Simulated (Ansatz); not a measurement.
BeTe (rock salt, Fm-3m) under volume change, PBE (plane waves, PAW; program Ansatz), scaled uniformly.

```
V (Å³/atom)  E − E(relaxed) (meV/atom)  P (GPa)
-----------  -------------------------  -------
17.515                            38.2     7.66
18.093                            16.1     4.70
18.670                             3.8     2.17
19.248                             0.0     0.00
19.825                             3.4    -1.86
20.403                            13.1    -3.45
20.980                            28.1    -4.82
```

Problem. What does a third-order Birch–Murnaghan fit give for V₀, B₀ and B′?

Solution. V₀ = 19.25 Å³/atom, B₀ = 66.8 GPa, B′ = 4.1.

A made-up cell: these elements were put on the sites of a structure type; neither database checked (COD, Materials Project) lists it. COD files the formula under space group No. 216, so this cell is another polymorph or a model. Whether it is the stable phase at ambient conditions was not checked. Symmetry was held in the PBE relaxation. At this level the phase is dynamically unstable (imaginary phonons). Scalar-relativistic: spin–orbit coupling is off unless named, which matters more the heavier the elements.

Potentials: the later of the program's two PAW sets.
